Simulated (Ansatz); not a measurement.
**Elastic constants of B2W at 10 GPa (stress–strain coefficients): input and output**

These are results of Ansatz 0.2.0, DFT LDA, scalar-relativistic, plane waves, PAW, not measurements.

Launched with:
```bash
ansatz run input.yaml --threads 1 --pin off --max-ram 3072MiB --backend cpu --events-out ev --progress --plain --runs-dir out
```

Input (bare energies are in eV):
```yaml
crystal:
  lattice:
    - [2.9647314658, 0.0, 0.0]
    - [-1.4823657329, 2.5675327648, 0.0]
    - [0.0, 0.0, 3.2701243257]
  atoms:
    - { symbol: B, position: [0.3333333333, 0.6666666667, 0.5] }
    - { symbol: B, position: [0.6666666667, 0.3333333333, 0.5] }
    - { symbol: W, position: [0.0, 0.0, 0.0] }
basis:
  ecutwfc: 420
kpoints:
  mp_grid: { grid: [18, 18, 12] }
hamiltonian:
  xc: lda
scf:
  occupations: { method: fermi_dirac, width: 0.15 }
output:
  forces: true
  stress: true
  eigenvalues: true
elastic:
  mode: relaxed_ion
  amplitude: 0.005
  stencil: two_point
```

From the output:
```
--- Elastic constants: 3 strain directions × 2 members + reference (group order 24) ---
  dense FFT box of the reference and of every strained cell: 20×20×24
  strains applied: 11, 33, 23; error gains: componentwise 1.00 (the most a stress slope's error grows in a printed constant), spectral 1.41 (1 for all six strains in a standard setting)
  C = ∂σ_k/∂η_j (tension-positive GPa; Voigt order 11 22 33 23 13 12):
       717.643    186.655    311.524     -0.000      0.000      0.000
       186.655    717.643    311.524     -0.000      0.000      0.000
       311.496    311.496    488.281     -0.000      0.000      0.000
         0.000     -0.000      0.000    181.057     -0.000     -0.000
         0.000     -0.000     -0.000      0.000    181.057     -0.000
         0.000     -0.000      0.000      0.000      0.000    265.494
  reference stress σ⁰ (GPa):    -10.000    -10.000    -10.000      0.000      0.000      0.000
  C* (energy form; C + prestress term) asymmetry max|C*_kj − C*_jk| = 2.835e-2 GPa — a small one proves nothing (zero by symmetry where the batch's group is 432, −43m or m−3m); a large one is finite-difference/SCF noise where every solve ...
  moduli (Voigt/Reuss/Hill, GPa): K = 393.66/389.83/391.75   G = 199.78/177.79/188.78   E = 487.97   ν = 0.292
  mechanically stable: yes (min eigenvalue of sym C = 181.06 GPa)
  the stresses are not corrected for the forces that the relaxations left standing (`elastic.f_tol`)
  strain η (Voigt 11):  stress-route row diagonal C_11 = 717.64 GPa, energy-path curvature d²(F+E_count+ΔE)/dδ²/Ω₀ = 717.70 GPa
         δ    σ_11 (GPa) F (eV) n_scf n_hpsi n_pw
    -5.000e-3     -13.6553      -10429.8221274       6  125155    499   relax 3 steps, max|allowed force component| 2.60e-5 eV/Å
     5.000e-3      -6.4788      -10429.8376992       6  123805    502   relax 3 steps, max|allowed force component| 6.94e-7 eV/Å
  strain η (Voigt 33):  stress-route row diagonal C_33 = 488.28 GPa, energy-path curvature d²(F+E_count+ΔE)/dδ²/Ω₀ = 488.29 GPa
         δ    σ_33 (GPa) F (eV) n_scf n_hpsi n_pw
    -5.000e-3     -12.4611      -10429.8225840       8   69341    498   relax 0 steps, max|allowed force component| 2.78e-16 eV/Å
     5.000e-3      -7.5783      -10429.8381276       6   57512    507   relax 0 steps, max|allowed force component| 2.96e-16 eV/Å
  strain η (Voigt 23):  stress-route row diagonal C_44 = 181.06 GPa, energy-path curvature d²(F+E_count+ΔE)/dδ²/Ω₀ = 186.07 GPa
         δ    σ_23 (GPa) F (eV) n_scf n_hpsi n_pw
    -5.000e-3      -0.9053      -10429.8309497       6  201776    501   relax 3 steps, max|allowed force component| 2.35e-6 eV/Å
     5.000e-3       0.9053      -10429.8309497       6  201776    501   relax 3 steps, max|allowed force component| 2.36e-6 eV/Å
```

The run took 120 s on 1 thread of Intel(R) Xeon(R) 6975P-C (Granite Rapids) (shared host), peak memory 0.68 GiB.

In a metal, frequencies and elastic constants depend on the k mesh and the smearing, soft modes and shear constants most. Spin–orbit coupling is left out, which can shift energies with elements as heavy as these. Other phases may be more stable at this pressure.